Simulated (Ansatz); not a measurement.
BeCo:
```
CELL_PARAMETERS angstrom
      2.57277     0.00000     0.00000
      0.00000     2.57277     0.00000
      0.00000     0.00000     2.57277
ATOMIC_POSITIONS crystal
  Be 0.00000 0.00000 0.00000
  Co 0.50000 0.50000 0.50000
```
The run is spin-polarised; directions of the spins, atom by atom: 0 ↑.

Relaxed with r²SCAN.

Problem. Give the Bader charges and basin volumes of the independent atoms, r²SCAN (plane waves, PAW; program Ansatz).

Solution. 

```json
[
 {"atom": "Be1", "Bader charge (e)": "+1.56", "Bader volume (Å³)": "1.9"},
 {"atom": "Co2", "Bader charge (e)": "-1.56", "Bader volume (Å³)": "15.2"}
]
```

Space group Pm-3m (CsCl type). The workflow started from an entry of the Crystallography Open Database (COD). Its standing as an ambient phase is unchecked. The cell was relaxed with r²SCAN under the symmetry of its start; whether a distortion lowers the energy is not shown. Spin order of the final state: ferromagnetic, chosen from 3 collinear starts compared on coarse meshes (ties went to the first, and starts can fall back to one state), not a proven ground state. Other orbital occupations within this spin state were not tried.

Potentials: the later of the program's two PAW sets.
